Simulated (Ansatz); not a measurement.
Ti (hcp (Mg type), space group No. 194) under volume change, the program Ansatz at the r²SCAN level (PAW), shape and atoms relaxed at each volume.

| V (Å³/atom) | E − E(relaxed) (meV/atom) | P (GPa) |
|---|---|---|
| 15.755 | 58.6 | 12.91 |
| 16.274 | … | … |
| 16.794 | 5.9 | 3.75 |
| 17.313 | 0.0 | -0.01 |
| 17.833 | 5.5 | -3.30 |
| 18.352 | 20.9 | -6.18 |
| 18.871 | … | … |

Problem. What belongs in the gaps?

Solution. 
- 18.871, E − E(relaxed) (meV/atom): 45.1
- 18.871, P (GPa): -8.69
- 16.274, E − E(relaxed) (meV/atom): 24.9
- 16.274, P (GPa): 8.02

Problem. What does a third-order Birch–Murnaghan fit give for V₀, B₀ and B′?

Solution. V₀ = 17.31 Å³/atom, B₀ = 117 GPa, B′ = 3.4.

Space group P6_3/mmc (hcp (Mg type)). Symmetry was held in the r²SCAN relaxation; of distortions, only those at the zone centre were tested. The run is not spin-polarised.

Potentials: the earlier of the program's two PAW sets.
